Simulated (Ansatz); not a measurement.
Zincblende alloy of InP and GaP (20 of 32 In sites exchanged), 64 atoms

Ansatz, PAW, plane waves. PBEsol relaxation of volume and atoms (shape held) at the single k point (¼, ¼, ¼) without its symmetry partners; single points on the relaxed atoms at the single k point (¼, ¼, ¼) without its symmetry partners, onto which points of the small cell's zone fold. Arrangement: quasirandom. No spin–orbit coupling unless named.

Relaxed structure:

```xyz
64
Lattice="11.2031 0.0000 0.0000 0.0000 11.2031 0.0000 0.0000 0.0000 11.2031" Properties=species:S:1:pos:R:3 pbc="T T T"
Ga   11.1924   11.1677   11.1796
Ga    0.0182    5.6201   11.1923
Ga    0.0011    5.6130    5.5872
Ga    5.5755    5.6382   11.1697
Ga    5.5902    5.6318    5.6348
Ga    2.7419    2.8470   11.1930
Ga    2.7721    8.3484   11.1735
Ga    8.4511    2.8245   11.1700
Ga    8.4368    2.8566    5.6417
Ga    8.4182    8.3698   11.1466
Ga    2.7781   11.1444    8.4883
Ga    2.7717    5.6207    2.7422
Ga    2.7892    5.6596    8.4420
Ga    8.4339   11.1652    8.4518
Ga    8.3975    5.6284    8.4207
Ga   11.1961    2.8619    2.7360
Ga    0.0206    8.3435    2.7110
Ga   11.1982    8.3653    8.4760
Ga    5.5711    8.3078    2.7305
Ga    5.5940    8.3519    8.4619
In   11.1797    0.0106    5.6167
In    5.6006   11.1617   11.1696
In    5.6409   11.1749    5.6555
In    2.7765    2.8711    5.6047
In    2.8078    8.3422    5.6216
In    8.3982    8.3638    5.6454
In    2.7478   11.1788    2.7212
In    8.4562   11.2018    2.7629
In    8.4170    5.6036    2.7835
In   11.1819    2.8260    8.4473
In    5.6040    2.8953    2.7823
In    5.6265    2.8416    8.4322
P     1.2966    1.4738    1.3001
P     1.4849    1.3269    7.1024
P     1.4006    6.9882    1.3593
P     1.3070    6.9235    7.0921
P     7.0679    1.5000    1.3041
P     7.1921    1.4000    7.0368
P     6.9515    7.0449    1.2933
P     6.9092    6.9333    7.0963
P     4.1162    4.2867    1.2976
P     4.1817    4.3775    7.0329
P     4.1754    9.6216    1.3622
P     4.2046    9.7758    7.1875
P     9.8690    4.1644    1.2895
P     9.7491    4.3043    6.9554
P     9.8733    9.6925    1.3014
P     9.8187    9.7795    7.1688
P     4.1925    1.3876    4.1850
P     4.0423    1.4148    9.8185
P     4.2625    6.8932    4.1137
P     4.1820    7.0062    9.8044
P     9.8171    1.5885    4.1930
P     9.7333    1.3161    9.8729
P     9.9497    7.0216    4.1845
P     9.8089    6.9712    9.8118
P     1.3233    4.2884    4.0992
P     1.4607    4.3084    9.8592
P     1.2977    9.6971    4.1146
P     1.3894    9.7629    9.8317
P     7.0043    4.2356    4.3766
P     7.0918    4.2947    9.8940
P     6.9219    9.6826    4.0834
P     7.0693    9.7075    9.7219
```

Q: What are the mean bond lengths by pair (pairs within 1.2 times the sum of covalent radii, less contacts 15 % beyond the pair's median; cation–cation pairs of compounds aside; long ionic contacts are cut short by that bound)?

A: Ga–P 2.372 ± 0.015 Å (standard deviation, 80 bonds); In–P 2.521 ± 0.014 Å (standard deviation, 48 bonds).

Q: What gap lies between the top filled and the lowest empty level in the single points?

A: HSE06 2.65 eV (24 s on NVIDIA GB200). Away from Γ this isn't the crystal's band gap. An indirect band minimum needn't fold onto Γ of this cell; where it doesn't, these gaps are too wide.
